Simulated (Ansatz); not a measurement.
TaAl3 in space group I4/mmm (No. 139; Ta on 2b, Al on 2a, Al on 4d) under volume change, the program Ansatz at the r²SCAN level (PAW), shape and atoms relaxed at each volume.

| V (Å³/atom) | E − E(relaxed) (meV/atom) | P (GPa) |
|---|---|---|
| 14.233 | 65.9 | 16.22 |
| 14.702 | 27.8 | 9.98 |
| 15.171 | [?] | [?] |
| 15.640 | 0.0 | 0.00 |
| 16.110 | 6.0 | -3.98 |
| 16.579 | [?] | [?] |
| 17.048 | 48.9 | -10.35 |

**Question.** Some entries are withheld; supply them.

**Answer.** 
- 16.579, E − E(relaxed) (meV/atom): 22.8
- 16.579, P (GPa): -7.40
- 15.171, E − E(relaxed) (meV/atom): 6.6
- 15.171, P (GPa): 4.62

**Question.** What does a third-order Birch–Murnaghan fit give for V₀, B₀ and B′?

**Answer.** V₀ = 15.64 Å³/atom, B₀ = 143 GPa, B′ = 4.0.

The workflow started from an entry of the Crystallography Open Database (COD, 293 K). Its standing as an ambient phase is unchecked. Symmetry was held in the r²SCAN relaxation; whether a distortion lowers the energy is not shown. No spin polarisation was allowed. Spin–orbit coupling is left out wherever it is not named.

Potentials: the later of the program's two PAW sets.
